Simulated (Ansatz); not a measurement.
A crystal relaxed with r2SCAN in Ansatz has space group R3m:H (No. 160) and a = 3.860 Å, c = 37.815 Å.

| atom | site | x | y | z |
| --- | --- | --- | --- | --- |
| Xx | 3a | 0.0000 | 0.0000 | 0.0001 |
| Ga | 3a | 0.6667 | 0.3333 | 0.0835 |
| Ga | 3a | 0.3333 | 0.6667 | 0.1667 |
| Ga | 3a | 0.0000 | 0.0000 | 0.2498 |
| P | 3a | 0.6667 | 0.3333 | 0.0209 |
| P | 3a | 0.3333 | 0.6667 | 0.1043 |
| P | 3a | 0.0000 | 0.0000 | 0.1874 |
| P | 3a | 0.6667 | 0.3333 | 0.2707 |

With r2SCAN the valence top lies at Γ and the conduction bottom at k = (0.378, 0.378, -0.081), 1.85 eV higher; the smallest vertical gap, at Γ, is 2.17 eV. With HSE06 the valence top lies at Γ and the conduction bottom at F, 2.25 eV higher; the smallest vertical gap, at Γ, is 2.66 eV. The PBE0 gap is indirect, 2.91 eV (Γ to k = (0.378, 0.378, -0.081)), below the direct gap of 3.32 eV at Γ. Meshes: r2SCAN 8×8×8, HSE06 4×4×4, PBE0 4×4×4.

Task: Which element is Xx?
A. Al
B. Tl
C. In
D. B

Result: A. Xx is Al: AlGa3P4, ordered on the zincblende lattice (R3m) with 8 atoms a cell. Around Al lie 4 P at 2.36–2.37 Å; around Ga lie 4 P at 2.36–2.37 Å; around Ga lie 4 P at 2.36 Å; around P lie 3 Al at 2.36 Å and 1 Ga at 2.37 Å; around P lie 4 Ga at 2.36 Å; around P lie 3 Ga at 2.36 Å and 1 Al at 2.37 Å.

These are computed values for a spin-unpolarised cell that may be hypothetical; none is a measurement.

Where an edge lies off the special points, it is a point of the mesh or the k point where a search put PBE's edge or least direct gap, reused for the other functionals, whose own edges may lie a little apart.

Coordinates of k points refer to the reciprocal vectors of the primitive cell of the runs.
